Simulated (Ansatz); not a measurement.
Relaxed-ion elastic tensor of BaZrO3 (cubic perovskite, Pm-3m) in GPa (Voigt order), the program Ansatz at the LDA level (PAW); density 6.44 g/cm³, 14.27 Å³ per atom.

```
 351  87.4  87.4   0.0   0.0   0.0
87.4   351  87.4   0.0   0.0   0.0
87.4  87.4   351   0.0   0.0   0.0
 0.0   0.0   0.0  87.9   0.0   0.0
 0.0   0.0   0.0   0.0  87.9   0.0
 0.0   0.0   0.0   0.0   0.0  87.9
```

Task: Is the crystal mechanically stable?

Result: Yes: the smallest eigenvalue of C is 87.9 GPa.

Task: Work out the Voigt, Reuss and Hill averages.

Result: K_V = 175, K_R = 175, K_H = 175; G_V = 106, G_R = 101, G_H = 103 GPa.

Task: Give Young's modulus, Poisson's ratio, Pugh's ratio and the universal anisotropy index.

Result: E = 9KG/(3K + G) = 259 GPa; ν = 0.25; K/G = 1.69 (near the Pugh limit of 1.75, no verdict); A_U = 5G_V/G_R + K_V/K_R − 6 = 0.20.

Task: Estimate the sound speeds and the Debye temperature.

Result: v_l = √((K + 4G/3)/ρ) = 6980 m/s, v_t = √(G/ρ) = 4010 m/s, mean 4450 m/s; Θ = (h/k)(3n/4πV)^(1/3) v_m = 547 K.

Task: Give the Zener ratio and Young's modulus along [100], [110] and [111].

Result: A = 2C44/(C11 − C12) = 0.67; 1/E = S11 − 2(S11 − S12 − S44/2)Γ with Γ = 0, 1/4, 1/3 gives 316, 243, 226 GPa.

Task: Solve the Christoffel equation for the three sound speeds along [100], [110], [111].

Result: Eigenvalues of C_ijkl n_j n_l equal ρv². In km/s, slowest first: [100] 3.70, 3.70, 7.39; [110] 3.70, 4.53, 6.91; [111] 4.27, 4.27, 6.74.

The LDA relaxation kept the symmetry of its start. At this level the phase is dynamically unstable (imaginary phonons). No spin polarisation was allowed. Scalar-relativistic: spin–orbit coupling is off unless named, which matters more the heavier the elements.

Potentials: the later of the program's two PAW sets.
